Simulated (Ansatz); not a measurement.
Re:
```yaml
crystal:
  lattice:
    - [2.75899, 0.00000, 0.00000]
    - [-1.37950, 2.38936, 0.00000]
    - [0.00000, 0.00000, 17.83185]
  atoms:
    - { symbol: Re, position: [0.00000, 0.00000, 0.62503] }
    - { symbol: Re, position: [0.33333, 0.66667, 0.74952] }
    - { symbol: Re, position: [0.00000, 0.00000, 0.87493] }
    - { symbol: Re, position: [0.33333, 0.66667, 0.00000] }
    - { symbol: Re, position: [0.00000, 0.00000, 0.12507] }
    - { symbol: Re, position: [0.33333, 0.66667, 0.25048] }
    - { symbol: Re, position: [0.00000, 0.00000, 0.37497] }
    - { symbol: Re, position: [0.66667, 0.33333, 0.50000] }
```

Relaxed with r²SCAN. Special points in fractions of this cell's reciprocal vectors: Γ (0.000, 0.000, 0.000); M (0.500, 0.000, 0.000); K (0.333, 0.333, 0.000); A (0.000, 0.000, 0.500); L (0.500, 0.000, 0.500); H (0.333, 0.333, 0.500).

Question: List the band energies nearest the Fermi level at these points for plane-wave PAW r²SCAN with spin–orbit coupling (Ansatz code).

Answer: In eV from the Fermi level; about four levels below and three above (degenerate sets whole), none deeper than 8.9 eV; points with the same levels are listed once.

```
k                          below                above
-  -----------------------------  -------------------
Γ        -1.00 -1.00 -0.55 -0.55  0.30 0.30 0.37 0.37
M        -0.62 -0.62 -0.51 -0.51  0.13 0.13 0.20 0.20
K  -0.22 -0.22 -0.22 -0.13 -0.11       0.04 0.12 0.65
A        -0.25 -0.25 -0.16 -0.16  0.48 0.48 0.77 0.77
L        -0.48 -0.48 -0.01 -0.01  0.38 0.38 1.11 1.11
H        -0.22 -0.21 -0.13 -0.11       0.05 0.21 0.41
```

Space group P-6m2. The start of the workflow was typed in or built on a structure type; neither database checked (COD, Materials Project) lists it. It is not the phase usual at ambient conditions (space group No. 194). The cell was relaxed with r²SCAN under the symmetry of its start; its stability against distortions is not shown here. The run is not spin-polarised.

Potentials: the earlier of the program's two PAW sets.
